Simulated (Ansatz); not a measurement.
This run works on a generated trial structure, not on a known crystal.

Input and command of a plane-wave DFT calculation in Ansatz:

```yaml
crystal:
  lattice:
    - [4.9123854866, 0.0, 0.0]
    - [0.0, 4.9123854866, 0.0]
    - [0.0, 0.0, 8.3164940809]
  atoms:
    - { symbol: Sr, position: [0.5, 0.0, 0.1970181185] }
    - { symbol: Sr, position: [0.0, 0.5, 0.8029818815] }
    - { symbol: Sr, position: [0.0, 0.5, 0.1970181185] }
    - { symbol: Sr, position: [0.5, 0.0, 0.8029818815] }
    - { symbol: Au, position: [0.5, 0.5, 0.5] }
    - { symbol: "N", position: [0.5, 0.5, 0.7474238016] }
    - { symbol: "N", position: [0.5, 0.5, 0.2525761984] }
    - { symbol: "N", position: [0.0, 0.0, 0.0] }
basis:
  ecutwfc: 500
kpoints:
  mp_grid: { grid: [6, 6, 4] }
  band_path:
    path:
      - [[0.0, 0.0, 0.0], [0.0, 0.5, 0.0], [0.5, 0.5, 0.0], [0.0, 0.0, 0.0], [0.0, 0.0, 0.5], [0.0, 0.5, 0.5], [0.5, 0.5, 0.5], [0.0, 0.0, 0.5]]
      - [[0.0, 0.5, 0.0], [0.0, 0.5, 0.5]]
      - [[0.5, 0.5, 0.0], [0.5, 0.5, 0.5]]
    npoints: 14
hamiltonian:
  xc: r2scan
scf:
  occupations: { method: gaussian, width: 0.1 }
  n_extra_bands: 20
output:
  forces: true
  stress: true
  eigenvalues: true
  populations: true
  dos: { projected: true, de: 0.02, nscf_kmesh: { grid: [8, 8, 5] } }
  bader: true
  write_density: true
  write_potential: true
  elf: true
  volumetric_format: npy
```

```bash
ansatz run input.yaml --threads 1 --pin off --max-ram 2560MiB --backend cpu --events-out ev --progress --plain --runs-dir out
```

Processor: Intel(R) Xeon(R) Processor @ 2.50GHz (Skylake/Cascade Lake), 1 thread, on a host shared with other jobs.

Question: How long does it run, and how much memory does it take?

Answer: About 6.3 min, peak memory 1.4 GiB. It solves 57 bands at 30 k points (after reduction by symmetry) with about 5055 plane waves, in 9 SCF iterations.
